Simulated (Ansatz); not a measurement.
HfC (zinc blende, F-43m), plane-wave PAW PBEsol (Ansatz code). The conduction-band minimum lies at W, with 6 equivalent valleys. Second derivatives d²E/dk² of the lowest band at one valley (eV·Å²), along Cartesian directions:

```json
[
 {"direction": "[100]", "d²E/dk²": "19.05"},
 {"direction": "[010]", "d²E/dk²": "2.464"},
 {"direction": "[001]", "d²E/dk²": "19.05"},
 {"direction": "[110]", "d²E/dk²": "10.75"},
 {"direction": "[101]", "d²E/dk²": "19.05"},
 {"direction": "[011]", "d²E/dk²": "10.75"}
]
```

**Question.** Find the principal effective masses, the density-of-states mass and the conductivity mass.

**Answer.** Off-diagonal terms follow from H_xy = H[110] − (H_xx + H_yy)/2, and m*/mₑ = 7.620 eV·Å² over each eigenvalue: 0.40, 0.40, 3.1. One valley's DOS mass (m₁m₂m₃)^(1/3) = 0.79, conductivity mass 3/(Σ 1/mᵢ) = 0.56 mₑ.

**Question.** What effective density of states Nc follows at 300 K for parabolic valleys?

**Answer.** Nc = 2.509e19 × 6 × (0.79)^(3/2) ≈ 1.1e20 cm⁻³.

**Question.** With the computed static dielectric constant 30.1 (mean of the diagonal), estimate a hydrogenic donor's binding energy and radius.

**Answer.** E = 13.606 eV × 0.56/30.1² ≈ 8.4 meV; a = 0.529 Å × ε/m* ≈ 28 Å. Semilocal masses tend to be too small when the gap is underestimated.

**Question.** With ε∞ = 22.4 and ω_LO = 648 cm⁻¹, what Fröhlich coupling constant follows?

**Answer.** α = (1/ε∞ − 1/ε0) √(m* × 13.606 eV/ħω_LO) = 0.11.

The start of the workflow was typed in or built on a structure type; neither database checked (COD, Materials Project) lists it. It is not the phase usual at ambient conditions (space group No. 225). The PBEsol relaxation kept the symmetry of its start; whether a distortion lowers the energy is not shown. No spin polarisation was allowed. Scalar-relativistic: spin–orbit coupling is off unless named, which matters more the heavier the elements.

Potentials: the earlier of the program's two PAW sets. The files were generated under PBE; for other functionals the program regenerates the frozen cores, and for LDA and PBEsol the local potential too.
